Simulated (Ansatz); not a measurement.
# Is this Ir2Ru3 structure a true minimum?

The structure comes from a generated guess, relaxed at this level; another structure or a mixture of phases may lie lower.

All numbers below come from DFT PBE, scalar-relativistic, plane waves, PAW in Ansatz. Settings: cutoff 420 eV, Γ-centred mesh 18×18×2 on the computed 10-atom cell, Gaussian smearing of 0.10 eV; no spin polarisation.

The cell below (10 atoms, space group P-6m2 (No. 187)) is relaxed within its symmetry.

```yaml
crystal:
  lattice:
    - [2.73383, 0.00000, 0.00000]
    - [-1.36692, 2.36757, 0.00000]
    - [0.00000, 0.00000, 21.74291]
  atoms:
    - { symbol: Ru, position: [0.33333, 0.66667, 0.59877] }
    - { symbol: Ru, position: [0.33333, 0.66667, 0.00000] }
    - { symbol: Ru, position: [0.33333, 0.66667, 0.40123] }
    - { symbol: Ru, position: [0.66667, 0.33333, 0.69622] }
    - { symbol: Ru, position: [0.66667, 0.33333, 0.30378] }
    - { symbol: Ru, position: [0.66667, 0.33333, 0.50000] }
    - { symbol: Ir, position: [0.33333, 0.66667, 0.79622] }
    - { symbol: Ir, position: [0.33333, 0.66667, 0.20378] }
    - { symbol: Ir, position: [0.66667, 0.33333, 0.90062] }
    - { symbol: Ir, position: [0.66667, 0.33333, 0.09938] }
```

For the test it was strained at random (σ = 1.5 % a component), the atoms were moved at random (σ = 0.15 Å), and all was relaxed again on a coarse 12×12×1 mesh (in the run’s order of axes) with 0.20 eV smearing, with no symmetry imposed.

These runs have no spin–orbit coupling, which can matter for Ir.

Task: Is the structure stable against such a distortion?

Result: It returns, within 1 meV/atom of the unmoved cell on that mesh and with the same symmetry when read at 0.1 Å. No instability shows in this cell; modes of other wave vectors, which need another repeat, aren't tested.
